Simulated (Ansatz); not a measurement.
BAs:
```xyz
2
Lattice="0.0000 2.3856 2.3856 2.3856 0.0000 2.3856 2.3856 2.3856 0.0000" Properties=species:S:1:pos:R:3 pbc="T T T"
B      3.5783     3.5783     3.5783
As     0.0000     0.0000     0.0000
```

Relaxed with HSE06.

Task: Give the Bader charges and basin volumes of the independent atoms, the program Ansatz at the HSE06 level (PAW).

Result: 

```csv
atom,Bader charge (e),Bader volume (Å³)
B1,+0.20,8.7
As2,-0.20,18.5
```

Space group F-43m (zinc blende). The HSE06 relaxation kept the symmetry of its start.

Potentials: the earlier of the program's two PAW sets. The files were generated under PBE; for other functionals the program regenerates the frozen cores, and for LDA and PBEsol the local potential too.
